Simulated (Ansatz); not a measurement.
## Notes on KSnO3

```
CELL_PARAMETERS angstrom
0.00000 -3.44382 5.02431
2.84324 -1.94317 -5.02431
3.68165 1.94317 5.02431
ATOMIC_POSITIONS crystal
K 0.63830 0.36170 0.08510
K 0.36170 0.63830 0.91490
Sn 0.84880 0.15120 0.45360
Sn 0.15120 0.84880 0.54640
O 0.04000 0.55700 0.74400
O 0.44300 0.22700 0.74400
O 0.77300 0.96000 0.74400
O 0.96000 0.44300 0.25600
O 0.55700 0.77300 0.25600
O 0.22700 0.04000 0.25600
```

The numbers come from plane-wave PAW DFT (Ansatz): r2SCAN, no spin polarisation, 500 eV, 6×6×6 Γ-centred k points, fermi-dirac occupations (width 0.1 eV). Nothing was relaxed.

Q: What does the stress say?

A: The pressure is -13.9 GPa (compression positive), so with the atoms held at these fractions the cell would first shrink; the forces are large, so a full relaxation may end otherwise.

Q: Metal or insulator?

A: It is a metal on this mesh, though the bands barely overlap, with about 15 states/eV a cell as the mean within 0.25 eV of the Fermi level, mostly O p (97 %).

Q: How is the charge shared?

A: Bader charges in e: K +0.85, Sn +2.11, O -0.99. In the mean Sn gives up most and O takes most.

Q: What do density and ELF say about some of the short contacts?

A: Sn–O at 2.32 Å: least valence density 0.42 e/Å³ and ELF 0.28 there. K–O at 2.43 Å: least valence density 0.22 e/Å³ and ELF 0.06 there. These are pseudo-fields; inside the PAW spheres they differ from the all-electron ones.

Q: Is it stable against the elements?

A: -0.81 eV an atom against the elements' usual phases (free molecules for gases, crystals otherwise, with no correction for O₂ or N₂), so it is bound against them; other compounds may still compete. Relaxing would lower it.

Origin: a known structure type with other elements, at an estimated volume, so it need not be a known compound. Caveats: many states at the Fermi level without spin polarisation, so a magnetic state may lie lower; atoms or cell far from equilibrium.
